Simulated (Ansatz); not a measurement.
Relaxed CsPbCl3 (cubic perovskite):

```yaml
crystal:
  lattice:
    - [5.73565, 0.00000, 0.00000]
    - [0.00000, 5.73565, 0.00000]
    - [0.00000, 0.00000, 5.73565]
  atoms:
    - { symbol: Cs, position: [0.00000, 0.00000, 0.00000] }
    - { symbol: Pb, position: [0.50000, 0.50000, 0.50000] }
    - { symbol: Cl, position: [0.00000, 0.50000, 0.50000] }
    - { symbol: Cl, position: [0.50000, 0.50000, 0.00000] }
    - { symbol: Cl, position: [0.50000, 0.00000, 0.50000] }
```

In this cell atom 2 (Pb, nearest neighbour Cl at 2.868 Å; its periodic images, 5.7 Å or more away, move with it) is moved by s along Cartesian [110], unit vector (0.707, 0.707, 0.000); all other atoms and the cell stay fixed.

All values below come from PBE (plane waves to 420 eV, PAW, scalar-relativistic; Ansatz, a program for electronic structure). k mesh 5×5×5 (Γ-centred), Fermi-Dirac smearing 0.05 eV. Energies are smeared free energies. CsPbCl3 was relaxed with its symmetry unable to fall. Spin-orbit coupling is left out, though Pb is heavy. The PAW data are Ansatz's earlier set. This is a high-temperature form of CsPbCl3. ΔE is measured from the undisplaced structure.

```json
[
 {"s (Å)": "-0.570", "ΔE (meV/cell)": "492"},
 {"s (Å)": "-0.456", "ΔE (meV/cell)": "withheld"},
 {"s (Å)": "-0.342", "ΔE (meV/cell)": "132"},
 {"s (Å)": "-0.228", "ΔE (meV/cell)": "52"},
 {"s (Å)": "-0.114", "ΔE (meV/cell)": "12"},
 {"s (Å)": "0.000", "ΔE (meV/cell)": "0"},
 {"s (Å)": "0.114", "ΔE (meV/cell)": "12"},
 {"s (Å)": "0.228", "ΔE (meV/cell)": "52"},
 {"s (Å)": "0.342", "ΔE (meV/cell)": "132"},
 {"s (Å)": "0.456", "ΔE (meV/cell)": "withheld"},
 {"s (Å)": "0.570", "ΔE (meV/cell)": "492"}
]
```

Problem. Fit an even polynomial form (powers 2, 4) to the given rows and predict ΔE at s = 0.456.

Solution. Least squares on the 9 given rows: ΔE = (909.0)·s² + (1863)·s⁴, in meV/cell with s in Å; root-mean-square residual 0.2 meV/cell. At 0.456 the fit gives 270 meV/cell; the calculation gives 273 meV/cell, so the interpolation is off by -3 (-1.1 %). The quadratic term alone would give 189 meV/cell.

(A displaced cell: forces are minus the slopes of the energy, force constants its curvatures, and phonons follow from these.)
